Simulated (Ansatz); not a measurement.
With plane-wave PAW r²SCAN (Ansatz code), Mn₃SiN in the trigonal phase (R-3m; Si on 3a, N on 3b, Mn on 9e) relaxes to a = 5.420 Å, c = 7.028 Å. Si has 12 nearest neighbours from 2.71 Å (cuboctahedral); N has 6 nearest neighbours from 1.95 Å (octahedral). Against the elements it lies at -349 meV/atom, with no fitted shifts.

Electronic character: metallic (no gap). The magnetic state found is antiferromagnetic.

The start of the workflow was typed in or built on a structure type; neither database checked (COD, Materials Project) lists it. Whether it is the stable phase at ambient conditions was not checked. Symmetry was held in the r²SCAN relaxation, as lowered by the spin order; whether a distortion lowers the energy is not shown. Magnetic state: antiferromagnetic, chosen from 4 collinear starts compared on coarse meshes (ties went to the first, and starts can fall back to one state), not a proven ground state. Other orbital occupations within this spin state were not tried. No Hubbard U is applied. The references are the lowest solids computed at this level, not always the standard phases (solids in place of the gases).

Potentials: the earlier of the program's two PAW sets. The files were generated under PBE; for other functionals the program regenerates the frozen cores, and for LDA and PBEsol the local potential too.
